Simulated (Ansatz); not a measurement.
In DFT-r²SCAN in the program Ansatz with PAW potentials, PbS in the zinc blende structure (F-43m) relaxes to a = 6.602 Å. S has 4 nearest neighbours from 2.86 Å (tetrahedral); Pb has 4 nearest neighbours from 2.86 Å (tetrahedral). Against the elements it lies at -0.42 eV/atom, with no fitted shifts.

The Kohn–Sham gap is 0.95 eV (indirect). The valence maximum lies at W and the conduction minimum at X (3 equivalent valleys). The screened hybrid HSE06 puts the gap at 1.30 eV. Gap from r²SCAN with spin–orbit coupling: 0.84 eV. The electron mass is 0.36, 0.36, 1.7 mₑ (principal values). The hole mass is 0.62, 0.62, 0.73 mₑ (principal values).

An equation-of-state fit gives a bulk modulus of 384 kbar. The relaxed-ion elastic constants in GPa are C11 = 39.8, C12 = 37.8, C44 = -7.8. Bader charges are S -1.03, Pb +1.03 e.

The start of the workflow was typed in or built on a structure type; neither database checked (COD, Materials Project) lists it. It is not the phase usual at ambient conditions (space group No. 225). The cell was relaxed with r²SCAN under the symmetry of its start. At this level the phase is mechanically unstable. The references are the lowest solids computed at this level, not always the standard phases. Scalar-relativistic: spin–orbit coupling is off unless named, which matters more the heavier the elements.

Potentials: the earlier of the program's two PAW sets.
